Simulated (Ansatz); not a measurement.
# Cost of a DFT run on Mg₂Cr₃InS₈

```yaml
crystal:
  lattice:
    - [3.6513275317, 2.1080949333, 6.0657066649]
    - [-3.6513275317, 2.1080949333, 6.0657066649]
    - [0.0, -4.2161898666, 6.0657066649]
  atoms:
    - { symbol: Mg, position: [0.874972, 0.874972, 0.874972] }
    - { symbol: Mg, position: [0.125028, 0.125028, 0.125028] }
    - { symbol: Cr, position: [0.5, 0.5, 0.0], spin: 3.0 }
    - { symbol: Cr, position: [0.0, 0.5, 0.5], spin: 3.0 }
    - { symbol: Cr, position: [0.5, 0.0, 0.5], spin: 3.0 }
    - { symbol: In, position: [0.5, 0.5, 0.5] }
    - { symbol: S, position: [0.73645067, 0.73645067, 0.73645067] }
    - { symbol: S, position: [0.2503135, 0.2503135, 0.716687] }
    - { symbol: S, position: [0.2503135, 0.716687, 0.2503135] }
    - { symbol: S, position: [0.716687, 0.2503135, 0.2503135] }
    - { symbol: S, position: [0.7496865, 0.283313, 0.7496865] }
    - { symbol: S, position: [0.283313, 0.7496865, 0.7496865] }
    - { symbol: S, position: [0.26354933, 0.26354933, 0.26354933] }
    - { symbol: S, position: [0.7496865, 0.7496865, 0.283313] }
magnetization:
  spin_polarized: true
kpoints:
  mp_grid: { grid: [5, 5, 5] }
scf:
  occupations: { method: fermi_dirac, width: 0.02 }
hamiltonian:
  xc: pbe
  pseudopotentials: { kind: paw }
output:
  forces: true
  stress: true
  populations: true
  efg:
    quadrupole_moments_barn: { Mg: 0.1994, Cr: -0.15, In: 0.772, S: -0.0694 }
    contact_densities: true
```

```sh
ansatz run input.yaml --threads 1 --pin off --max-ram 3072MiB --backend cpu --events-out ev --progress --plain --runs-dir out
```

It runs on 1 thread of Arm Neoverse V2 (aarch64; 8 cores open to the job, memory cap 3.0 GiB, no GPU), a shared host with a load of 0.6 a core.

(1) How much time and memory should be set aside?

Results:

(1) About 1.8 min of wall time (1.8 min of CPU time) and 1 GiB. The run holds 123 valence electrons in 80 bands, about 5505 plane waves a k-point and 19 irreducible k-points, and took 13 SCF iterations. Times on a shared host vary by tens of per cent.
